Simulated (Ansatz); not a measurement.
Polymorphs of Fe3Ge2, each relaxed with DFT-PBEsol in the program Ansatz with PAW potentials:

A: P-3m1
a = b = 3.9476 Å, c = 4.7980 Å, α = β = 90.00°, γ = 120.00°

| atom | site | symmetry | x | y | z |
|---|---|---|---|---|---|
| Fe | 2d | 3m. | 0.3333 | 0.6667 | 0.1624 |
| Fe | 1a | -3m. | 0.0000 | 0.0000 | 0.0000 |
| Ge | 2d | 3m. | 0.6667 | 0.3333 | 0.3361 |

B: P-6m2
a = 3.9403 Å, b = 3.9403 Å, c = 4.8309 Å, α = 90.00°, β = 90.00°, γ = 120.00°

| atom | site | symmetry | x | y | z |
|---|---|---|---|---|---|
| Fe | 2g | 3m. | 0.0000 | 0.0000 | 0.2539 |
| Fe | 1e | -6m2 | 0.6667 | 0.3333 | 0.0000 |
| Ge | 1f | -6m2 | 0.6667 | 0.3333 | 0.5000 |
| Ge | 1c | -6m2 | 0.3333 | 0.6667 | 0.0000 |

### Question
Order them by energy per atom at 0 K (lowest first) at the level PBEsol.

### Answer
B (+0 meV/atom), A (+79 meV/atom)

Spin orders computed, not proven ground states: A antiferromagnetic; B ferromagnetic. Standing as an ambient phase not checked: A; B. All cells were relaxed under the symmetry of their starts (and spin orders); stability against distortions was not tested throughout. Spin–orbit coupling is left out wherever it is not named.

Energies hold the estimated change up to a 700 eV cutoff; steps of a few meV lie near the error of the meshes.

Potentials: the later of the program's two PAW sets.
